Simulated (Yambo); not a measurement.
## How GW settings move the gap: BaTiO3

G0W0@PBEsol for BaTiO3 (space group Amm2, No. 38) in Yambo. Reference settings: 4×4×4 Γ-centred k mesh, bands 3 to 206 and a 7 Ry block in the screening, 206 bands in G with the Bruneval-Gonze terminator, plasmon pole fitted at 27.2 eV. The PBEsol gap (-0.5, -0.5, -0.5) → Γ on this mesh is 2.17 eV; G0W0 gaps are taken between the same points.

| change from the reference | G0W0 gap (-0.5, -0.5, -0.5) → Γ (eV) | shift of the valence edge (eV) |
|---|---|---|
| reference settings | 3.77 | -0.30 |
| 88 bands in W, 88 bands in G | 3.84 | -0.09 |
| 138 bands in W, 138 bands in G | 3.78 | -0.23 |
| 88 bands in G | 3.74 | -0.26 |
| 138 bands in G | 3.75 | -0.30 |
| 6 Ry block | 3.79 | -0.26 |

The reference isn't shown to be the converged limit.

Geometry of the Materials Project entry, not relaxed at this level; primitive cell a = 3.983 Å, b = 4.057 Å, c = 4.057 Å, α = 89.75°, β = 90.00°, γ = 90.00°.

This is not the ordinary phase of the substance.

A shift is the quasiparticle energy of the state minus its PBEsol energy.
